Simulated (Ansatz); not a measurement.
**Phonon spectrum of Ti$_{2}$C$_{5}$**

Method: DFT PBE, scalar-relativistic, plane waves, PAW in Ansatz 0.2.0. Cutoff 420 eV, 12×12×4 k-points (Γ-centred), Gaussian smearing of 0.10 eV. No spin polarisation. Phonons by linear response, acoustic sum rule imposed.

Equilibrium structure at this level:
```yaml
crystal:
  lattice:
    - [2.69778, 0.00000, 0.00000]
    - [-1.34889, 2.33635, 0.00000]
    - [0.00000, 0.00000, 10.72345]
  atoms:
    - { symbol: Ti, position: [0.33333, 0.66667, 0.12135] }
    - { symbol: Ti, position: [0.66667, 0.33333, 0.87865] }
    - { symbol: C, position: [0.00000, 0.00000, 0.30104] }
    - { symbol: C, position: [0.66667, 0.33333, 0.29742] }
    - { symbol: C, position: [0.00000, 0.00000, 0.69896] }
    - { symbol: C, position: [0.33333, 0.66667, 0.70258] }
    - { symbol: C, position: [0.00000, 0.00000, 0.00000] }
```

The structure comes from a proposed guess, relaxed at this level; another structure or a mixture of phases may lie lower. In a metal, frequencies and elastic constants depend on the k mesh and the smearing, soft modes and shear constants most. The q mesh is coarse, so values between its points are rough. No dispersion correction is applied, so modes and constants that involve weak contacts between layers, chains or molecules come out too soft.

Force constants from linear response on a 3×3×1 q mesh.

Q: Is the structure dynamically stable on this mesh?

A: Yes, on this mesh: no mode is imaginary. Between the mesh points the interpolation dips to 68i cm⁻¹.

Q: Give the frequencies (cm⁻¹; i marks imaginary ones) at the irreducible q points, in fractions of the reciprocal vectors.

A:
```tsv
q	star	frequencies
0.000 0.000 0.000	1	0 0 0 144 144 201 201 230 230 237 339 349 560 563 709 709 739 937 937 1011 1011
0.000 0.333 0.000	6	170 235 251 283 322 352 370 399 464 490 495 496 683 692 722 736 782 977 983 1070 1077
0.333 0.333 0.000	2	205 205 320 339 339 392 395 395 437 439 719 784 784 814 814 814 819 858 858 953 953
```
